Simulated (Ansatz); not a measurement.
**Elastic constants of Ti₂O₃: input and output**

Method: Ansatz, DFT PBEsol, scalar-relativistic, plane waves, PAW.

Launched with:
```bash
ansatz run input.yaml --threads 4 --pin off --max-ram 12288MiB --backend cpu --events-out ev --progress --plain --runs-dir out
```

Input (bare energies are in eV):
```yaml
crystal:
  lattice:
    - [2.5157900439, 1.452492059, 4.6481819111]
    - [-2.5157900439, 1.452492059, 4.6481819111]
    - [0.0, -2.9049841181, 4.6481819111]
  atoms:
    - { symbol: Ti, position: [0.8458019684, 0.8458019684, 0.8458019684] }
    - { symbol: Ti, position: [0.6541980316, 0.6541980316, 0.6541980316] }
    - { symbol: Ti, position: [0.1541980316, 0.1541980316, 0.1541980316] }
    - { symbol: Ti, position: [0.3458019684, 0.3458019684, 0.3458019684] }
    - { symbol: O, position: [0.0616210859, 0.4383789141, 0.75] }
    - { symbol: O, position: [0.75, 0.0616210859, 0.4383789141] }
    - { symbol: O, position: [0.4383789141, 0.75, 0.0616210859] }
    - { symbol: O, position: [0.9383789141, 0.5616210859, 0.25] }
    - { symbol: O, position: [0.25, 0.9383789141, 0.5616210859] }
    - { symbol: O, position: [0.5616210859, 0.25, 0.9383789141] }
basis:
  ecutwfc: 420
kpoints:
  mp_grid: { grid: [12, 12, 12] }
hamiltonian:
  xc: pbesol
scf:
  occupations: { method: fermi_dirac, width: 0.15 }
output:
  forces: true
  stress: true
  eigenvalues: true
elastic:
  mode: clamped_ion
  amplitude: 0.005
  stencil: two_point
```

From the output:
```
--- Elastic constants: 3 strain directions × 2 members + reference (group order 12) ---
  dense FFT box of the reference and of every strained cell: 40×40×40
  strains applied: 11, 33, 23; error gains: componentwise 1.00 (the most a stress slope's error grows in a printed constant), spectral 1.41 (1 for all six strains in a standard setting)
  C = ∂σ_k/∂η_j (tension-positive GPa; Voigt order 11 22 33 23 13 12):
       404.096    137.954    174.340     -8.524      0.000      0.000
       137.954    404.096    174.340      8.524      0.000      0.000
       174.354    174.354    351.116      0.000      0.000      0.000
        -8.528      8.528      0.000    142.197      0.000      0.000
         0.000     -0.000      0.000      0.000    142.197     -8.528
         0.000     -0.000      0.000      0.000     -8.524    133.071
  reference stress σ⁰ (GPa):     -0.000     -0.000     -0.003      0.000     -0.000     -0.000
  C* (energy form; C + prestress term) asymmetry max|C*_kj − C*_jk| = 1.098e-2 GPa — a small one proves nothing (zero by symmetry where the batch's group is 432, −43m or m−3m); a large one is finite-difference/SCF noise where every solve ...
  moduli (Voigt/Reuss/Hill, GPa): K = 236.96/236.84/236.90   G = 128.34/124.43/126.38   E = 321.91   ν = 0.274
  mechanically stable: yes (min eigenvalue of sym C = 127.96 GPa)
  strain η (Voigt 11):  stress-route row diagonal C_11 = 404.10 GPa, energy-path curvature d²(F+E_count+ΔE)/dδ²/Ω₀ = 404.00 GPa
         δ    σ_11 (GPa) F (eV) n_scf n_hpsi n_pw
    -5.000e-3      -2.0520      -13275.5238145       9  529468   2007
     5.000e-3       1.9889      -13275.5238880       7  427011   2032
  strain η (Voigt 33):  stress-route row diagonal C_33 = 351.12 GPa, energy-path curvature d²(F+E_count+ΔE)/dδ²/Ω₀ = 350.98 GPa
         δ    σ_33 (GPa) F (eV) n_scf n_hpsi n_pw
    -5.000e-3      -1.7743      -13275.5242426       9  203729   2011
     5.000e-3       1.7369      -13275.5243148       7  163109   2035
  strain η (Voigt 23):  stress-route row diagonal C_44 = 142.20 GPa, energy-path curvature d²(F+E_count+ΔE)/dδ²/Ω₀ = 142.17 GPa
         δ    σ_23 (GPa) F (eV) n_scf n_hpsi n_pw
    -5.000e-3      -0.7115      -13275.5259097       9  501805   2022
     5.000e-3       0.7105      -13275.5259174       7  423867   2025
```

It took 3.4 min on 4 threads of Arm Neoverse V2, with other jobs on the host, peak memory 2.2 GiB.

In a metal, frequencies and elastic constants depend on the k mesh and the smearing, soft modes and shear constants most. Spin polarisation was left out, and a magnetic state may lie lower. A semilocal functional can close a gap that the real compound has.

Clamped-ion constants are upper bounds: once the atoms relax, a strain can turn out softer or unstable.